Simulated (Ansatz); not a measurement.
Ir:
```yaml
crystal:
  lattice:
    - [2.71976, 0.00000, 0.00000]
    - [-1.35988, 2.35538, 0.00000]
    - [0.00000, 0.00000, 31.06610]
  atoms:
    - { symbol: Ir, position: [0.33333, 0.66667, 0.75000] }
    - { symbol: Ir, position: [0.66667, 0.33333, 0.82167] }
    - { symbol: Ir, position: [0.00000, 0.00000, 0.89278] }
    - { symbol: Ir, position: [0.33333, 0.66667, 0.96430] }
    - { symbol: Ir, position: [0.66667, 0.33333, 0.03570] }
    - { symbol: Ir, position: [0.00000, 0.00000, 0.10722] }
    - { symbol: Ir, position: [0.33333, 0.66667, 0.17833] }
    - { symbol: Ir, position: [0.66667, 0.33333, 0.25000] }
    - { symbol: Ir, position: [0.33333, 0.66667, 0.32167] }
    - { symbol: Ir, position: [0.00000, 0.00000, 0.39278] }
    - { symbol: Ir, position: [0.66667, 0.33333, 0.46430] }
    - { symbol: Ir, position: [0.33333, 0.66667, 0.53570] }
    - { symbol: Ir, position: [0.00000, 0.00000, 0.60722] }
    - { symbol: Ir, position: [0.66667, 0.33333, 0.67833] }
```

Relaxed with r²SCAN. Special points in fractions of this cell's reciprocal vectors: Γ (0.000, 0.000, 0.000); M (0.500, 0.000, 0.000); K (0.333, 0.333, 0.000); A (0.000, 0.000, 0.500); L (0.500, 0.000, 0.500); H (0.333, 0.333, 0.500).

**Question.** List the band energies nearest the Fermi level at these points for r²SCAN (plane waves, PAW; program Ansatz).

**Answer.** In eV from the Fermi level; about four levels below and three above (degenerate sets whole), none deeper than 8.9 eV; points with the same levels are listed once.

```json
[
 {"k": "Γ", "below": "-0.51 -0.51 -0.01 -0.01", "above": "0.18 0.18 0.60 0.60"},
 {"k": "M", "below": "-0.48 -0.32 -0.31 -0.23", "above": "0.22 0.56 0.59 0.59"},
 {"k": "K", "below": "-1.68 -1.68 -1.29 -1.18", "above": "0.08 0.08 0.21"},
 {"k": "A", "below": "-0.27 -0.27 -0.27 -0.27", "above": "0.41 0.41 0.41 0.41"},
 {"k": "L", "below": "-0.89 -0.89 -0.73 -0.73", "above": "0.20 0.20 0.70 0.70"},
 {"k": "H", "below": "-1.68 -1.68 -1.23 -1.23", "above": "0.14 0.14 0.16 0.16"}
]
```

Space group P6_3/mmc. The start of the workflow was typed in or built on a structure type; the Crystallography Open Database copy checked does not list it. It is not the phase usual at ambient conditions (space group No. 225). The cell was relaxed with r²SCAN under the symmetry of its start; its stability against distortions is not shown here. No spin polarisation was allowed. Spin–orbit coupling is left out wherever it is not named.

Potentials: the earlier of the program's two PAW sets.
